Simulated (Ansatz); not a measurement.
Relaxed-ion elastic tensor of Na (bcc (W type), space group No. 229) in GPa (Voigt order), plane-wave PAW PBE (Ansatz code); density 1.03 g/cm³, 36.96 Å³ per atom.

```json
[
 {"": "1", "1": "8.7", "2": "7.3", "3": "7.3", "4": "0.0", "5": "0.0", "6": "0.0"},
 {"": "2", "1": "7.3", "2": "8.7", "3": "7.3", "4": "0.0", "5": "0.0", "6": "0.0"},
 {"": "3", "1": "7.3", "2": "7.3", "3": "8.7", "4": "0.0", "5": "0.0", "6": "0.0"},
 {"": "4", "1": "0.0", "2": "0.0", "3": "0.0", "4": "6.2", "5": "0.0", "6": "0.0"},
 {"": "5", "1": "0.0", "2": "0.0", "3": "0.0", "4": "0.0", "5": "6.2", "6": "0.0"},
 {"": "6", "1": "0.0", "2": "0.0", "3": "0.0", "4": "0.0", "5": "0.0", "6": "6.2"}
]
```

Task: Is the crystal mechanically stable?

Result: Yes: the smallest eigenvalue of C is 1.3 GPa.

Task: Work out the Voigt, Reuss and Hill averages.

Result: K_V = 7.8, K_R = 7.8, K_H = 7.8; G_V = 4.0, G_R = 1.4, G_H = 2.7 GPa.

Task: Give Young's modulus, Poisson's ratio, Pugh's ratio and the universal anisotropy index.

Result: E = 9KG/(3K + G) = 7.3 GPa; ν = 0.34; K/G = 2.87 (ductile by the Pugh limit of 1.75); A_U = 5G_V/G_R + K_V/K_R − 6 = 8.82.

Task: Estimate the sound speeds and the Debye temperature.

Result: v_l = √((K + 4G/3)/ρ) = 3320 m/s, v_t = √(G/ρ) = 1620 m/s, mean 1820 m/s; Θ = (h/k)(3n/4πV)^(1/3) v_m = 163 K.

Task: Give the Zener ratio and Young's modulus along [100], [110] and [111].

Result: A = 2C44/(C11 − C12) = 9.24; 1/E = S11 − 2(S11 − S12 − S44/2)Γ with Γ = 0, 1/4, 1/3 gives 2.0, 5.6, 14.7 GPa.

Task: Solve the Christoffel equation for the three sound speeds along [100], [110], [111].

Result: Eigenvalues of C_ijkl n_j n_l equal ρv². In km/s, slowest first: [100] 2.45, 2.45, 2.90; [110] 0.81, 2.45, 3.71; [111] 1.56, 1.56, 3.94.

Space group Im-3m (bcc (W type)). Symmetry was held in the PBE relaxation. As this level gives no gap, shear constants depend on the k-mesh and smearing (Fermi–Dirac, 0.1 eV here).

Potentials: the later of the program's two PAW sets.
